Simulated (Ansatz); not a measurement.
## Moving the functional in Sn3Se

It takes space group Fm-3m (No. 225, cubic). Conventional cell: a = 7.466 Å, b = 7.466 Å, c = 7.466 Å, α = 90.00°, β = 90.00°, γ = 90.00°. Sn (site symmetry m-3m) has 8 Sn at 3.23 Å as nearest neighbours. Sn (site symmetry -43m) is surrounded by 4 Sn at 3.23 Å and 4 Se at 3.23 Å. Se (site symmetry m-3m) has 8 Sn at 3.23 Å as nearest neighbours.

The cell comes from a database or a generator and needn't be the stable form of this composition.

Kept alike: task band structure; k mesh 6 × 6 × 6; occupations fermi-dirac, width 0.05 eV; no spin polarisation. Program: Ansatz, all-electron LAPW, scalar-relativistic. The mesh is that of the run's cell of 4 atoms. No spin-orbit coupling.

```csv
functional,pressure (GPa)
LDA,-4.45
PBE,-0.20
PBEsol,-3.19
```

Pressure is positive in compression. For a metal such a mesh leaves the last digits unconverged.

The pressure runs from -4.45 (LDA) to -0.20 GPa (PBE). From PBE: LDA -4.25; PBEsol -2.99.
